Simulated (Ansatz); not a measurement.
# HfOs (Pm-3m): elasticity against pressure

```
CELL_PARAMETERS angstrom
3.22400 0.00000 0.00000
0.00000 3.22400 0.00000
0.00000 0.00000 3.22400
ATOMIC_POSITIONS crystal
Hf 0.00000 0.00000 0.00000
Os 0.50000 0.50000 0.50000
```

This is the zero-pressure cell. At each pressure cell and atoms are relaxed in this structure, and the constants are slopes of the stress at strains of ±0.005 with relaxed ions (the coefficients that govern stability under load). Level: PBEsol, PAW on Ansatz 0.2.0's default frozen-core files (fitted under PBE), scalar-relativistic; k mesh 14×14×14, strains of ±0.005, Fermi-Dirac smearing of 0.100 eV, cutoff 420 eV. P is the pressure of the relaxed cell, less that of this one.

```
P (GPa)    V/V₀  C11 (GPa)  C12 (GPa)  C44 (GPa)
   0.00  1.0000      438.0      140.8      115.0
   0.97       ?          ?          ?          ?
   1.99  0.9919      449.2      147.7      118.3
   4.00  0.9840      460.2      154.6      121.6
   6.99  0.9729      476.2      164.7      126.4
  10.00  0.9623      492.2      174.9      131.1
  15.01  0.9458      517.9      191.8      138.7
```

Task: Does the bulk modulus from the constants agree with the pressure-volume curve?

Result: A third-order Birch-Murnaghan fit to the volumes shown (F against f, f = [(V₀/V)^(2/3) − 1]/2) gives B₀ = 239.9 GPa and B′ = 4.2. Its −V dP/dV stands beside (C11 + 2C12)/3:

```csv
P (GPa),from P(V),from the constants
0.00,239.9,239.9
1.99,248.1,248.2
4.00,256.4,256.4
6.99,268.5,268.6
10.00,280.7,280.7
15.01,300.6,300.5
```

Task: What are the pressure derivatives at zero pressure?

Result: Slopes at V₀ of quadratic fits in −ln(V/V₀) through the first four rows shown, divided by B₀: dC11/dP = 5.7, dC12/dP = 3.5, dC44/dP = 1.7. The mean slopes up to 4.0 GPa are 5.5, 3.4, 1.7; curvature and scatter of the constants part the two. The combination (dC11/dP + 2 dC12/dP)/3 = 4.2 stands against B′.

Task: Fill the row at 0.97 GPa.

Result: Cubic fits in −ln(V/V₀) through all rows shown give C11 = 443.5, C12 = 144.2, C44 = 116.6 GPa. Computed: V/V₀ = 0.9960, C11 (GPa) = 443.5, C12 (GPa) = 144.2, C44 (GPa) = 116.6.

Task: Does a shear stiffness soften?

Result: C44 goes from 115.0 to 138.7 GPa; (C11 − C12)/2 goes from 148.6 to 163.1 GPa. Neither ends more than 3 % under its start, and the lattice stays mechanically stable over this range.

Keep in mind: no other phase was computed; many crystals of this kind change structure within this range, and rows or crossings beyond such a change describe a metastable lattice; frozen-core PAW files fitted under PBE, their cores solved anew for the functional of the run; responses of metals move with mesh and smearing; no spin-orbit coupling on heavy atoms; phonons weren't checked at these pressures.
